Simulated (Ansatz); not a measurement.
Relaxed-ion elastic tensor of Ge in space group P6_3/mmc (No. 194; Ge on 4f) in GPa (Voigt order), PBEsol in the plane-wave PAW code Ansatz; density 5.29 g/cm³, 22.82 Å³ per atom.

```csv
,1,2,3,4,5,6
1,136,38.4,25.5,0.0,0.0,0.0
2,38.4,136,25.5,0.0,0.0,0.0
3,25.5,25.5,157,0.0,0.0,0.0
4,0.0,0.0,0.0,38.3,0.0,0.0
5,0.0,0.0,0.0,0.0,38.3,0.0
6,0.0,0.0,0.0,0.0,0.0,48.8
```

Q: Is the crystal mechanically stable?

A: Yes: the smallest eigenvalue of C is 38.3 GPa.

Q: Work out the Voigt, Reuss and Hill averages.

A: K_V = 67.6, K_R = 67.5, K_H = 67.6; G_V = 47.7, G_R = 46.0, G_H = 46.9 GPa.

Q: Give Young's modulus, Poisson's ratio, Pugh's ratio and the universal anisotropy index.

A: E = 9KG/(3K + G) = 114 GPa; ν = 0.22; K/G = 1.44 (brittle by the Pugh limit of 1.75); A_U = 5G_V/G_R + K_V/K_R − 6 = 0.19.

Q: Estimate the sound speeds and the Debye temperature.

A: v_l = √((K + 4G/3)/ρ) = 4960 m/s, v_t = √(G/ρ) = 2980 m/s, mean 3290 m/s; Θ = (h/k)(3n/4πV)^(1/3) v_m = 346 K.

Q: Solve the Christoffel equation for the three sound speeds along x, y, z.

A: Eigenvalues of C_ijkl n_j n_l equal ρv². In km/s, slowest first: x 2.69, 3.04, 5.07; y 2.69, 3.04, 5.07; z 2.69, 2.69, 5.45.

Q: How much does each axis shrink under pressure?

A: Linear compressibilities β_i = Σ_j S_ij (j = 1 to 3): x 5.0, y 5.0, z 4.7 per TPa.

The first step of the workflow began from a Materials Project structure, measured or hypothetical; the Crystallography Open Database copy checked does not list it. It is not the phase usual at ambient conditions (space group No. 227). The cell was relaxed with PBEsol under the symmetry of its start; its stability against distortions is not shown here. As this level gives no gap, shear constants depend on the k-mesh and smearing (Fermi–Dirac, 0.1 eV here).

Potentials: the later of the program's two PAW sets.
